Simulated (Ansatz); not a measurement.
In3Pd5:
```yaml
crystal:
  lattice:
    - [5.66593, 0.00000, 0.00000]
    - [0.00000, 11.16109, 0.00000]
    - [0.00000, 0.00000, 4.23960]
  atoms:
    - { symbol: In, position: [0.32224, 0.85729, 0.50000] }
    - { symbol: In, position: [0.67776, 0.14271, 0.50000] }
    - { symbol: In, position: [0.82224, 0.64271, 0.50000] }
    - { symbol: In, position: [0.17776, 0.35729, 0.50000] }
    - { symbol: In, position: [0.50000, 0.50000, 0.00000] }
    - { symbol: In, position: [0.00000, 0.00000, 0.00000] }
    - { symbol: Pd, position: [0.69849, 0.39052, 0.50000] }
    - { symbol: Pd, position: [0.30151, 0.60948, 0.50000] }
    - { symbol: Pd, position: [0.19849, 0.10948, 0.50000] }
    - { symbol: Pd, position: [0.80151, 0.89052, 0.50000] }
    - { symbol: Pd, position: [0.06841, 0.75611, 0.00000] }
    - { symbol: Pd, position: [0.93159, 0.24389, 0.00000] }
    - { symbol: Pd, position: [0.56841, 0.74389, 0.00000] }
    - { symbol: Pd, position: [0.43159, 0.25611, 0.00000] }
    - { symbol: Pd, position: [0.50000, 0.00000, 0.00000] }
    - { symbol: Pd, position: [0.00000, 0.50000, 0.00000] }
```

Relaxed with r²SCAN. Special points in fractions of this cell's reciprocal vectors: Γ (0.000, 0.000, 0.000); X (0.500, 0.000, 0.000); S (0.500, 0.500, 0.000); Y (0.000, 0.500, 0.000); Z (0.000, 0.000, 0.500); U (0.500, 0.000, 0.500); R (0.500, 0.500, 0.500); T (0.000, 0.500, 0.500).

Q: List the band energies nearest the Fermi level at these points for r²SCAN in the plane-wave PAW code Ansatz.

A: In eV from the Fermi level; about four levels below and three above (degenerate sets whole), none deeper than 8.9 eV; points with the same levels are listed once.

| k | below | above |
|---|---|---|
| Γ | -0.67 -0.63 -0.61 -0.03 | 0.15 0.27 1.31 |
| X | -1.17 -1.17 -0.38 -0.38 | 0.27 0.27 2.59 2.59 |
| S | -1.44 -1.44 -1.21 -1.21 | 2.04 2.04 2.90 2.90 |
| Y | -0.35 -0.35 -0.08 -0.08 | 0.67 0.67 1.44 1.44 |
| Z | -1.34 -1.20 -1.01 -0.83 | 0.74 1.20 1.24 |
| U | -0.11 -0.11 -0.10 -0.10 | 1.23 1.23 1.60 1.60 |
| R | -1.41 -1.41 -1.25 -1.25 | 0.12 0.12 0.24 0.24 |
| T | -0.40 -0.40 -0.19 -0.19 | 2.00 2.00 2.66 2.66 |

Space group Pbam. The first step of the workflow began from a Materials Project structure, measured or hypothetical; the Crystallography Open Database files this formula in space group No. 55, but the cells were not matched. Its standing as an ambient phase is unchecked. Symmetry was held in the r²SCAN relaxation; its stability against distortions is not shown here. The run is not spin-polarised. Spin–orbit coupling is left out wherever it is not named.

Potentials: the earlier of the program's two PAW sets.
